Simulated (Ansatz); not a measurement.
GaPt₃: computed property card

GaPt3:
```
GaPt3
1.0
    3.90795     0.00000     0.00000
    0.00000     3.90795     0.00000
    0.00000     0.00000     3.90795
Ga Pt
1 3
Cartesian
  0.00000   0.00000   0.00000
  0.00000   1.95398   1.95398
  1.95398   0.00000   1.95398
  1.95398   1.95398   0.00000
```

Space group Pm-3m (No. 221), Cu3Au type; conventional cell a = 3.908 Å, b = 3.908 Å, c = 3.908 Å, α = 90.00°, β = 90.00°, γ = 90.00°.

Method: r²SCAN in the plane-wave PAW code Ansatz. The cell and atoms are relaxed at this level. Other levels are named where they apply.

Cell and energy:

```yaml
volume_per_atom: 14.92 Å³
density: 18.22 g/cm³
Formation energy from the elements (no fitted shifts): -0.46 eV/atom
```

Electronic structure:

```yaml
electronic_character: metallic (no gap)
Density of states at the Fermi level: 0.70 states/eV per atom (mean over ±0.08 eV)
Gap with spin–orbit coupling: none (metallic)
```

Mechanics:

```yaml
Bulk modulus (Birch–Murnaghan fit): 2390 kbar
Pressure derivative B′: 5.3
Elastic constants (relaxed ions, GPa): C11 = 333, C12 = 193, C44 = 102
mechanical_stability: stable (all eigenvalues of C positive)
hill_bulk_and_shear_moduli: 239 and 87.9 GPa
Young's modulus: 235 GPa
Poisson's ratio: 0.34
debye_temperature_from_the_elastic_constants: 298 K
```

Phonons:

```yaml
highest_zone_centre_frequency: 5.81 THz
zone_centre_stability: no imaginary mode at Γ
```

Charges:

```yaml
bader_charges: Ga +0.99, Pt -0.33 e
```

The workflow started from a Materials Project entry (that database holds measured and hypothetical structures alike); the Crystallography Open Database copy checked does not list it. COD files the formula under space group No. 127. Whether it is the stable phase at ambient conditions was not checked. The r²SCAN relaxation kept the symmetry of its start. The run is not spin-polarised. As this level gives no gap, shear constants depend on the k-mesh and smearing (Fermi–Dirac, 0.1 eV here). As this level gives no gap, phonon frequencies hold no LO–TO term and depend on the k-mesh and smearing (Fermi–Dirac, 0.1 eV here). The references are the lowest solids computed at this level, not always the standard phases. Scalar-relativistic: spin–orbit coupling is off unless named, which matters more the heavier the elements.

Potentials: the later of the program's two PAW sets.
